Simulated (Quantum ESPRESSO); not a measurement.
## Si2AsO5N (input and log of a self-consistent run)

A calculation, not a measurement. The program is pw.x of Quantum ESPRESSO 7.5 (plane-wave density functional theory). The cell is made up: 9 atoms on a quartz lattice, with randomly drawn elements, strain and displacements, not relaxed. PseudoDojo standard norm-conserving files (v0.5 for PBE, v0.4.1 for LDA and PBEsol) set the functional; there is no spin polarisation, spin-orbit coupling or dispersion term, and the masses in the input are unused placeholders.

Input:

```
&control calculation='scf', pseudo_dir='./dojo.nc.sr.pbe.v0_5.standard.upf', outdir='./o', disk_io='low', tprnfor=.true., tstress=.true. /
&system ibrav=0, nat=9, ntyp=4, nbnd=35, ecutwfc=105.61755193, nosym=.true., tot_charge=0,
 occupations='smearing', smearing='fd', degauss=0.0018374661
/
&electrons conv_thr=7.350e-09, electron_maxstep=60, /
ATOMIC_SPECIES
As 1.0 As.upf
N 1.0 N.upf
O 1.0 O.upf
Si 1.0 Si.upf
CELL_PARAMETERS angstrom
4.9644 -0.063 0.051
-2.5367 4.369 -0.036
0.0564 -0.0134 5.5248
ATOMIC_POSITIONS angstrom
Si 2.3886 -0.0367 3.7545
Si -1.2156 2.0268 1.8229
As 1.3137 2.3195 0.031
O 1.4399 1.1548 4.3508
O 3.2937 0.6081 2.4947
O 2.7708 2.5299 0.6824
N 0.2559 1.7924 1.1928
O -1.1018 3.1691 3.0633
O 0.789 3.7052 4.8364
K_POINTS automatic
7 7 6 1 1 1
```

The log is shortened where brackets say so; the opening notice, blank lines, dates and the lines on written files are dropped, and the path of the files is cut. It prints rydbergs, bohrs and kilobars, and counts compression as positive stress. With no partly filled state, the Fermi energy that it prints is only some level between the filled and the empty states on the mesh, and need not lie in the true gap.

```
     Program PWSCF v.7.5
     Parallel version (MPI & OpenMP), running on       4 processor cores
     Number of MPI processes:                 4
     Threads/MPI process:                     1
     [start-up lines left out]
     bravais-lattice index     =            0
     lattice parameter (alat)  =       9.3826  a.u.
     unit-cell volume          =     802.6059 (a.u.)^3
     number of atoms/cell      =            9
     number of atomic types    =            4
     number of electrons       =        58.00
     number of Kohn-Sham states=           35
     kinetic-energy cutoff     =     105.6176  Ry
     charge density cutoff     =     422.4702  Ry
     scf convergence threshold =      7.3E-09
     mixing beta               =       0.7000
     number of iterations used =            8  plain     mixing
     Exchange-correlation= PBE
                           (   1   4   3   4   0   0   0)
     [axes and pseudopotential details left out]
   Cartesian axes
     site n.     atom                  positions (alat units)
         1        Si     tau(   1) = (   0.4810816  -0.0073917   0.7561840  )
         2        Si     tau(   2) = (  -0.2448308   0.4082125   0.3671455  )
         3        As     tau(   3) = (   0.2645889   0.4671644   0.0062436  )
         4        O      tau(   4) = (   0.2900065   0.2325852   0.8762832  )
         5        O      tau(   5) = (   0.6633754   0.1224758   0.5024510  )
         6        O      tau(   6) = (   0.5580595   0.5095405   0.1374404  )
         7        N      tau(   7) = (   0.0515401   0.3610026   0.2402387  )
         8        O      tau(   8) = (  -0.2219106   0.6382801   0.6169712  )
         9        O      tau(   9) = (   0.1589104   0.7462546   0.9740866  )
     number of k points=   147  Fermi-Dirac smearing, width (Ry)=  0.0018
     Number of k-points >= 100: set verbosity='high' to print them.
     Dense  grid:   117741 G-vectors     FFT dimensions: (  64,  64,  72)
     Estimated max dynamical RAM per process >     445.36 MB
     Estimated total dynamical RAM >       1.66 GB
     Initial potential from superposition of free atoms
     starting charge      57.9985, renormalised to      58.0000
     Starting wfcs are   41 randomized atomic wfcs
     total cpu time spent up to now is       20.9 secs
     per-process dynamical memory:   391.5 Mb
     Self-consistent Calculation
     iteration #  1     ecut=   105.62 Ry     beta= 0.70
     Davidson diagonalization with overlap
     ethr =  1.00E-02,  avg # of iterations =  3.0
     total cpu time spent up to now is       86.0 secs
     total energy              =    -414.35143913 Ry
     estimated scf accuracy    <       2.67427251 Ry
     iteration #  2     ecut=   105.62 Ry     beta= 0.70
     Davidson diagonalization with overlap
     ethr =  4.61E-03,  avg # of iterations =  3.0
     total cpu time spent up to now is      145.0 secs
     total energy              =    -415.08155363 Ry
     estimated scf accuracy    <       1.98635934 Ry
     iteration #  3     ecut=   105.62 Ry     beta= 0.70
     Davidson diagonalization with overlap
     ethr =  3.42E-03,  avg # of iterations =  2.0
     total cpu time spent up to now is      191.6 secs
     total energy              =    -415.46229435 Ry
     estimated scf accuracy    <       0.09193075 Ry
     iteration #  4     ecut=   105.62 Ry     beta= 0.70
     Davidson diagonalization with overlap
     ethr =  1.59E-04,  avg # of iterations =  8.1
     total cpu time spent up to now is      243.5 secs
     total energy              =    -415.48596233 Ry
     estimated scf accuracy    <       0.00528182 Ry
     iteration #  5     ecut=   105.62 Ry     beta= 0.70
     Davidson diagonalization with overlap
     ethr =  9.11E-06,  avg # of iterations =  7.3
     total cpu time spent up to now is      300.3 secs
     total energy              =    -415.48665726 Ry
     estimated scf accuracy    <       0.00150743 Ry
     [iterations 6 to 7 left out]
     iteration #  8     ecut=   105.62 Ry     beta= 0.70
     Davidson diagonalization with overlap
     ethr =  4.43E-08,  avg # of iterations =  2.4
     total cpu time spent up to now is      427.9 secs
     total energy              =    -415.48680223 Ry
     estimated scf accuracy    <       0.00000169 Ry
     iteration #  9     ecut=   105.62 Ry     beta= 0.70
     Davidson diagonalization with overlap
     ethr =  2.92E-09,  avg # of iterations =  3.5
     total cpu time spent up to now is      474.7 secs
     total energy              =    -415.48680241 Ry
     estimated scf accuracy    <       0.00000107 Ry
     iteration # 10     ecut=   105.62 Ry     beta= 0.70
     Davidson diagonalization with overlap
     ethr =  1.84E-09,  avg # of iterations =  2.0
     total cpu time spent up to now is      516.0 secs
     total energy              =    -415.48680253 Ry
     estimated scf accuracy    <       0.00000004 Ry
     iteration # 11     ecut=   105.62 Ry     beta= 0.70
     Davidson diagonalization with overlap
     ethr =  7.10E-11,  avg # of iterations =  3.6
     total cpu time spent up to now is      566.1 secs
     total energy              =    -415.48680255 Ry
     estimated scf accuracy    <       0.00000002 Ry
     iteration # 12     ecut=   105.62 Ry     beta= 0.70
     Davidson diagonalization with overlap
     ethr =  2.59E-11,  avg # of iterations =  2.0
     total cpu time spent up to now is      604.9 secs
     End of self-consistent calculation
     Number of k-points >= 100: set verbosity='high' to print the bands.
     the Fermi energy is     6.3763 ev
!    total energy              =    -415.48680255 Ry
     estimated scf accuracy    <          2.1E-09 Ry
     smearing contrib. (-TS)   =       0.00000000 Ry
     internal energy E=F+TS    =    -415.48680255 Ry
     The total energy is F=E-TS. E is the sum of the following terms:
     one-electron contribution =    -270.62738008 Ry
     hartree contribution      =     163.76331695 Ry
     xc contribution           =    -102.77993053 Ry
     ewald contribution        =    -205.84280889 Ry
     convergence has been achieved in  12 iterations
     Forces acting on atoms (cartesian axes, Ry/au):
     atom    1 type  4   force =    -0.03138221   -0.00351107   -0.13664265
     atom    2 type  4   force =     0.07272717    0.09646379    0.02785622
     atom    3 type  1   force =    -0.16726508   -0.04825207    0.07722102
     atom    4 type  3   force =     0.02189433   -0.05054186   -0.06860729
     atom    5 type  3   force =    -0.07587526   -0.09355884    0.08853244
     atom    6 type  3   force =     0.11712851    0.05118497    0.01526355
     atom    7 type  2   force =     0.04023978   -0.02311457   -0.00082697
     atom    8 type  3   force =    -0.01329736    0.00717939    0.00392277
     atom    9 type  3   force =     0.03583011    0.06415025   -0.00671908
     Total force =     0.354699     Total SCF correction =     0.000096
     Computing stress (Cartesian axis) and pressure
          total   stress  (Ry/bohr**3)                   (kbar)     P=      102.30
   0.00098967  -0.00004488   0.00006125          145.59       -6.60        9.01
  -0.00004488   0.00056647  -0.00021191           -6.60       83.33      -31.17
   0.00006125  -0.00021191   0.00053021            9.01      -31.17       78.00
     init_run     :     20.08s CPU     20.75s WALL (       1 calls)
     electrons    :    582.06s CPU    584.00s WALL (       1 calls)
     forces       :      4.81s CPU      4.84s WALL (       1 calls)
     stress       :     17.75s CPU     17.76s WALL (       1 calls)
     [timing details left out]
     PWSCF        :  10m25.13s CPU  10m27.90s WALL
     JOB DONE.
```

In other units: free energy -5652.986 eV for the cell, pressure 10.23 GPa, largest force component 4.301 eV/Å. This run is the check on a run of the same cell at 1143 eV and a 5 x 5 x 4 mesh: rerunning at 1437 eV and a 7 x 7 x 6 mesh moved values by no more than 0.004 eV in energy, 0.02 GPa in stress and 0.003 eV/Å in force.